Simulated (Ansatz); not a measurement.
Consider the following.

TiC:
```cif
data_CTi
_chemical_formula_sum 'C1 Ti1'
_space_group_name_H-M_alt 'P 1'
_space_group_IT_number 1
_cell_length_a 3.06026
_cell_length_b 3.06026
_cell_length_c 3.06026
_cell_angle_alpha 60.000
_cell_angle_beta 60.000
_cell_angle_gamma 60.000
loop_
_space_group_symop_operation_xyz
  'x, y, z'
loop_
_atom_site_label
_atom_site_type_symbol
_atom_site_fract_x
_atom_site_fract_y
_atom_site_fract_z
_atom_site_occupancy
C1 C 0.00000 0.00000 0.00000 1
Ti1 Ti 0.50000 0.50000 0.50000 1
```

This is the r²SCAN-relaxed structure.

All from r²SCAN in the plane-wave PAW code Ansatz, unless another level is named. Give the electronic character.

metallic (no gap).

Next, the formation energy from the elements (no fitted shifts)?

-0.98 eV/atom.

Predict the density of states at the Fermi level.

0.12 states/eV per atom (mean over ±0.08 eV).

Space group Fm-3m (rock salt). Symmetry was held in the r²SCAN relaxation. The run is not spin-polarised. The references are the lowest solids computed at this level, not always the standard phases.

Potentials: the later of the program's two PAW sets.
